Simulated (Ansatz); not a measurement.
SiGe:
```
SiGe
1.0
    3.91890     0.00000     0.00000
   -1.95945     3.39386     0.00000
    0.00000     0.00000    12.85040
Ge Si
4 4
Direct
  0.00000   0.00000   0.99971
  0.00000   0.00000   0.49971
  0.66667   0.33333   0.75055
  0.33333   0.66667   0.25055
  0.00000   0.00000   0.81306
  0.00000   0.00000   0.31306
  0.66667   0.33333   0.56230
  0.33333   0.66667   0.06230
```

This is the HSE06-relaxed structure. Cartesian axes are those of the cell as given.

Problem. All from HSE06 (plane waves, PAW; program Ansatz), unless another level is named. Estimate the band gap.

Solution. 1.07 eV (indirect).

Problem. Next, the smallest direct gap on the standard path?

Solution. 1.29 eV.

Problem. And the conduction-band minimum?

Solution. off the standard path, at k = (0.000, 0.427, 0.133) in fractions of the reciprocal vectors.

Problem. What about the valence-band maximum?

Solution. at Γ.

Space group P6_3mc. The cell is a constructed one: a structure type filled with these elements; the Crystallography Open Database copy checked does not list it. Whether it is the stable phase at ambient conditions was not checked. The HSE06 relaxation kept the symmetry of its start; whether a distortion lowers the energy is not shown. The hybrid was solved on a coarse mesh, the path and, where they were found, the r²SCAN edge points; its band edges are the extreme levels among these. Scalar-relativistic: spin–orbit coupling is off unless named, which matters more the heavier the elements.

Potentials: the later of the program's two PAW sets.
